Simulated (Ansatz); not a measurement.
**All-electron DFT: LiH2**

Cell: generated LiH2 built from the fluorite structure and then distorted.

PBE on LAPW, all electrons: scalar relativity, no spin–orbit coupling, Dirac core shells, point nucleus (Ansatz). k-points 3×3×3 Γ-centred, Fermi–Dirac smearing of 0.15 eV. The mesh is coarse, so the numbers hold for this sampling and aren't converged over the zone. In metals such a mesh can move stress, forces and moments by their own size. No spin polarisation. The cell's electron count is odd, so a run with spin could end lower. Labels count atoms in the order given.

Extended XYZ with forces in eV/Å (pressure in GPa):

```xyz
3
Lattice="-2.2612 -0.0019 2.3250 -0.1013 2.2306 2.2218 -2.2283 2.3009 0.0310" Properties=species:S:1:pos:R:3:forces:R:3 pbc="T T T" pressure=-3.89
Li   -2.4224    1.1184    1.6061    0.0987    0.0292   -0.0195
H    -3.5600    2.2693    2.7305   -0.0814   -0.0982   -0.0331
H    -5.8125    4.5101    5.0341   -0.0173    0.0690    0.0526
```

Stress tensor (GPa, compression positive):
```
-2.63  1.10  1.59
 1.10 -4.57  1.11
 1.59  1.11 -4.49
```
